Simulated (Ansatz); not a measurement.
AlAg (rock salt, space group No. 225) at seven volumes, DFT-PBE in the program Ansatz with PAW potentials, scaled uniformly. One row is withheld.

```tsv
V (Å³/atom)	P (GPa)
17.984	7.67
18.577	?
19.170	2.10
19.762	-0.01
20.355	-1.77
20.948	-3.23
21.541	-4.45
```

Question: Fit the shown pressures and predict the withheld one.

Answer: P = (3/2)B₀(x^(7/2) − x^(5/2))[1 + (3/4)(B′ − 4)(x − 1)] with x = (V₀/V)^(2/3). Least squares on the six rows gives V₀ = 19.759 Å³/atom, B₀ = 64.1 GPa, B′ = 5.07. At V = 18.577, x = 1.0420 and P = 4.62 GPa. The run itself gave 4.63 GPa.

Space group Fm-3m (rock salt). The start of the workflow was typed in or built on a structure type; neither database checked (COD, Materials Project) lists it. Whether it is the stable phase at ambient conditions was not checked. The PBE relaxation kept the symmetry of its start; its stability against distortions is not shown here. No spin polarisation was allowed. The volume moved by 24 % from the start of the relaxation. Its formation energy is positive at this level, so the cell may be metastable or incomplete.

Potentials: the earlier of the program's two PAW sets.
